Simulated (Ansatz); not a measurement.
ZnCu₂SnS₄:
```
ZnCu2SnS4
1.0
   -2.68674     2.68674     5.37696
    2.68674    -2.68674     5.37696
    2.68674     2.68674    -5.37696
Cu Zn Sn S
2 1 1 4
Direct
  0.00000   0.00000   0.00000
  0.75000   0.25000   0.50000
  0.25000   0.75000   0.50000
  0.50000   0.50000   0.00000
  0.37036   0.89849   0.00899
  0.10151   0.11050   0.47186
  0.88950   0.36136   0.99101
  0.63864   0.62964   0.52814
```

DFT-PBEsol in the program Ansatz with PAW potentials gives a gap of 0.11 eV without spin–orbit coupling, maximum at Γ, minimum at Γ.

Question: What happens when spin–orbit coupling is switched on?

Answer: The gap shrinks by 0.01 eV, to 0.10 eV; maximum at Γ, minimum at Γ.

Question: Give the hole effective mass with spin–orbit coupling.

Answer: 0.032, 0.32, 0.32 mₑ (principal values).

Space group I-4. The cell was relaxed with PBEsol under the symmetry of its start. No spin polarisation was allowed.

Potentials: the later of the program's two PAW sets.
